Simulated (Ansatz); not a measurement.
Method: Ansatz 0.2.0, DFT PBE, scalar-relativistic, plane waves, PAW. All cells share a 420 eV cutoff and Γ-centred k meshes spaced at most about 0.3 Å⁻¹ (about 0.25 or finer for metals, 2π included). No spin polarisation in the final relaxations.

Temperature and zero-point effects are left out.

Two forms of TaMo4 were relaxed alike.

A.

Space group P4/mmm (No. 123). a = 5.944 Å, b = 5.944 Å, c = 2.639 Å, α = 90.00°, β = 90.00°, γ = 90.00°
| atom | site | symmetry | x | y | z |
| --- | --- | --- | --- | --- | --- |
| Ta | 1b | 4/mmm | 0.0000 | 0.0000 | 0.5000 |
| Mo | 4o | m2m. | 0.1987 | 0.5000 | 0.5000 |

B.

Space group C2/m (No. 12). a = 13.117 Å, b = 4.499 Å, c = 2.775 Å, α = 90.00°, β = 98.00°, γ = 90.00°
```
atom  site  symmetry       x       y       z
  Ta    2c       2/m  0.0000  0.0000  0.5000
  Mo    4i         m  0.8980  0.5000  0.0946
  Mo    4i         m  0.7991  0.0000  0.7045
```

Question: Which is lower in energy, and by how much?

Answer: B is lower, by 1.26 eV/atom. A has space group P4/mmm (No. 123), 18.7 Å³/atom and no gap on its mesh; B has Ta and Mo ordered on bcc sites, space group C2/m (No. 12), 16.2 Å³/atom and no gap. Counting all near atoms (those within 1.25 times the shortest distance at each site; a plus sign parts nearer from farther groups), A has Ta 2+8, Mo 5 and B has Ta 8+6, Mo 8+6. The denser one is the lower, and pressure would at first widen the difference. Both come from invented guesses.

Spin–orbit coupling, which can matter for Ta, is left out. Cells relaxed within their symmetry can be saddle points. The C2/m cell of TaMo4 came from shaking the P4/mmm one.
